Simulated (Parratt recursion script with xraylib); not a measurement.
# X-ray reflectivity of single films on Al2O3: where the minima fall

Calculation: specular X-ray reflectivity, Parratt recursion, Névot-Croce roughness, xraylib tables; Parratt recursion script with xraylib 4.3.0.

Photon energy 10 keV (λ = 1.2398 Å), s polarisation. The grazing angle θ is scanned from 0.05° to 2.01° in 900 evenly spaced points, and the curve is smoothed with a Gaussian of 0.004° full width. A minimum is a scan point below both neighbours, placed by a parabola through ln R at the three points.

Each run is one film on Al2O3 (density 3.873 g/cm³, δ = 7.954 × 10⁻⁶, rms roughness 1.9 Å) under vacuum. The film surface has an rms roughness of 2.3 Å in all runs. The refractive index is n = 1 − δ + iβ. The table lists all minima between 0.3 and 1°.

| run | film | thickness d (Å) | density (g/cm³) | δ (10⁻⁶) | β (10⁻⁶) | minima at θ (°) |
|---|---|---|---|---|---|---|
| A | Si | 150 | 2.081 | 4.366 | 0.06956 | 0.393, 0.615, 0.845 |
| B | Si | 150 | 1.85 | 3.882 | 0.06184 | 0.390, 0.613, 0.844 |
| C | Si | 300 | 2.081 | 4.366 | 0.06956 | ? |

Densities are inputs, not measurements. They were set from computed cells of the Materials Project: Si from entry mp-149 (Fd-3m, 2.313 g/cm³, taken at 80 and 90 %); Al2O3 from entry mp-1143 (R-3c, 3.873 g/cm³). A layer's crystal structure does not enter its constants, only its composition and density.

Problem. How many minima does run C have between 0.3 and 1°, and where?

Solution. Inside a film the fringe order is m = (2d/λ)(sin²θ − 2δ)^½, with the film's own δ. Where the film's δ lies between zero and the substrate's, its two faces reflect with the same sign, and minima are expected at half-integer m.

- Run A, δ between zero and the substrate's: the minima give m = 1.50, 2.50, 3.50.
- Run B, δ between zero and the substrate's: the minima give m = 1.50, 2.50, 3.50.

In run C the film's δ lies between zero and the substrate's, so take half-integer m. The window runs from m = 2.09 to 8.32 and holds m = 2.5, 3.5, 4.5, 5.5, 6.5, 7.5. Then sin²θ = 2δ + (mλ/2d)² gives θ = 0.341, 0.448, 0.559, 0.673, 0.788, 0.904°.

The run has 6 minima, at 0.341, 0.447, 0.559, 0.673, 0.788, 0.904°. The largest distance from one of them to an estimated minimum is 0.001°, against a mean spacing of 0.113°.
